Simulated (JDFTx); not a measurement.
| Property | Value |
|---|---|
| surface | Pb(110) |
| bulk | Pb, Fm-3m, lattice of mp-20483 (not re-optimised) |
| slab | 8 atoms in 8 planes, 1x1, 12.1 Å between the outermost planes |
| in-plane cell | 3.528 × 4.990 Å, 17.60 Å² |
| cell height | 28.3 Å |
| sampling | 6×4×1 k mesh, Fermi smearing 0.01 Ha, no spin polarisation |

Profiles through the double layer of this slab, charged, in linear PCM (GLSSA13), water, 1 M KF; PBE, GBRV ultrasoft potentials, plane waves to 20/100 Ha, a modified build of JDFTx. z is the height above the outermost atoms, φ the plane-averaged electrostatic potential energy of an electron (zero in the bulk liquid), ρ_b the bound charge of solvent and ions, s the cavity shape function (0 in the solid, 1 in the liquid).

```csv
z (Å),n (e/Å³),s,φ (eV),ρ_b (10⁻³ e/Å³)
0.98,0.0888,0.01,-1.765,-5.58
1.43,0.0221,0.10,-0.914,-9.85
1.88,0.0054,0.37,-0.201,-11.09
2.33,0.0015,0.78,-0.084,-1.36
2.79,0.0004,0.99,-0.070,0.39
3.24,0.0001,1.00,-0.061,0.12
3.69,0.0000,1.00,-0.052,0.02
4.15,0.0000,1.00,-0.045,-0.01
4.60,0.0000,1.00,-0.039,-0.02
5.05,0.0000,1.00,-0.033,-0.02
5.50,0.0000,1.00,-0.029,-0.02
5.96,0.0000,1.00,-0.025,-0.01
6.41,0.0000,1.00,-0.021,-0.01
6.86,0.0000,1.00,-0.018,-0.01
7.32,0.0000,1.00,-0.016,-0.01
7.77,0.0000,1.00,-0.014,-0.01
```

Question: Is the electrode positively or negatively charged, and roughly by how much?

Answer: Positively: σ = 21.1 μC/cm² per face. The liquid's bound charge is of the opposite sign overall, and far from the surface φ decays with the screening length (3.0 Å).
